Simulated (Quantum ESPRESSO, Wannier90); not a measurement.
# Wannier functions of HgI$_{2}$ (Cmc2₁)

```xyz
6
Lattice="2.4830 -3.7267 0.0000 2.4830 3.7267 0.0000 0.0000 0.0000 13.9967" Properties=species:S:1:pos:R:3 pbc="T T T"
Hg     0.0000    -2.5602    -0.0175
Hg     0.0000     2.5602     6.9808
I      0.0000    -2.9616     5.1634
I      0.0000     2.9616    -1.8350
I      0.0000     0.6333    -5.1919
I      0.0000    -0.6333     1.8064
```

Materials Project entry mp-23173; symmetrised, unrelaxed at this level. COD (Crystallography Open Database) has the formula in 4 space groups, this one among them (matched by group alone). Computed values, not measurements, from PBEsol: Quantum ESPRESSO (norm-conserving PseudoDojo potentials, cutoff 56 Ry, no spin polarisation, no spin-orbit coupling) on a Γ-centred 6×6×4 mesh, then Wannier90. Density: 8×8×4 mesh, cold smearing 0.01 Ry. Spin-orbit coupling is left out although heavy elements are present.

A tight-binding model is made by disentanglement and projection with no localisation steps (num_iter = 0), so the 24 orbitals stay atom-like: hydrogen-like Hg: s;p; I: s;p, axes along x, y, z; frozen window up to 3.61 eV relative to the valence-band maximum. It follows pw.x to 1.8 meV rms for states up to 3.1 eV relative to the valence-band maximum. Matrix elements depend on this choice of orbitals and windows. Bands 13–14 (Hg 5d 77 %, I 5p 13 %, I 5s 8 %), 15–18 (Hg 5d 97 %), 19–22 (Hg 5d 99 %) lie between the kept ones and are excluded.

**Question.** What are the on-site energies relative to the valence-band maximum, and how fast do the hoppings decay?

**Answer.** 
```tsv
atom	orbitals	energy (eV)
Hg1	s	-1.36
Hg1	pz py	5.36
Hg1	px	4.68
Hg2	s	-1.36
Hg2	pz py	5.36
Hg2	px	4.68
I3	s	-10.88
I3	pz	-0.25
I3	px	-0.39
I3	py	-0.17
I4	s	-10.88
I4	pz	-0.25
I4	px	-0.39
I4	py	-0.17
I5	s	-10.89
I5	pz	-0.25
I5	px	-0.39
I5	py	-0.19
I6	s	-10.89
I6	pz	-0.25
I6	px	-0.39
I6	py	-0.19
```

```csv
distance of the centres (Å),largest modulus (eV)
2–3,1.8
3–4,0.56
4–5,0.36
5–6,0.33
6–7,0.23
7–8,0.055
8–9,0.022
9–10,0.038
10–11,0.011
11–12,0.0072
```
